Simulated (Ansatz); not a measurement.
ZnInGaO4:
```yaml
crystal:
  lattice:
    - [1.63921, 0.94640, 8.49454]
    - [-1.63921, 0.94640, 8.49454]
    - [0.00000, -1.89279, 8.49454]
  atoms:
    - { symbol: Zn, position: [0.21870, 0.21870, 0.21870] }
    - { symbol: In, position: [0.00282, 0.00282, 0.00282] }
    - { symbol: Ga, position: [0.78718, 0.78718, 0.78718] }
    - { symbol: O, position: [0.29489, 0.29489, 0.29489] }
    - { symbol: O, position: [0.71128, 0.71128, 0.71128] }
    - { symbol: O, position: [0.12125, 0.12125, 0.12125] }
    - { symbol: O, position: [0.86387, 0.86387, 0.86387] }
```

Relaxed with LDA.

Task: Give the optical modes at the zone centre with their infrared and Raman activity from DFPT, DFT-LDA in the program Ansatz with PAW potentials.

Result: Transverse frequencies, without the LO–TO term; a row sums one degenerate level.

```csv
ω (cm⁻¹),degeneracy,IR ((D/Å)²/amu),Raman (Å⁴/amu),activity,symmetry
89,2,0.03,0.12,IR+Raman,E
136,2,0.02,0.23,IR+Raman,E
192,1,4.29,2.1,IR+Raman,A1
226,1,0.59,0.73,IR+Raman,A1
335,1,18.48,8.8,IR+Raman,A1
354,2,13.42,1.9,IR+Raman,E
374,2,22.73,2.0,IR+Raman,E
428,2,14.34,0.77,IR+Raman,E
500,1,8.82,1.1,IR+Raman,A1
570,2,12.19,0.43,IR+Raman,E
592,1,1.46,100,IR+Raman,A1
647,1,0.53,84,IR+Raman,A1
```

Task: How high does the top mode go among those that the LO–TO term moves?

Result: 641 cm⁻¹ for q along x, 641 cm⁻¹ for q along y, 659 cm⁻¹ for q along z.

Space group R3m. The LDA relaxation kept the symmetry of its start.

Potentials: the later of the program's two PAW sets.
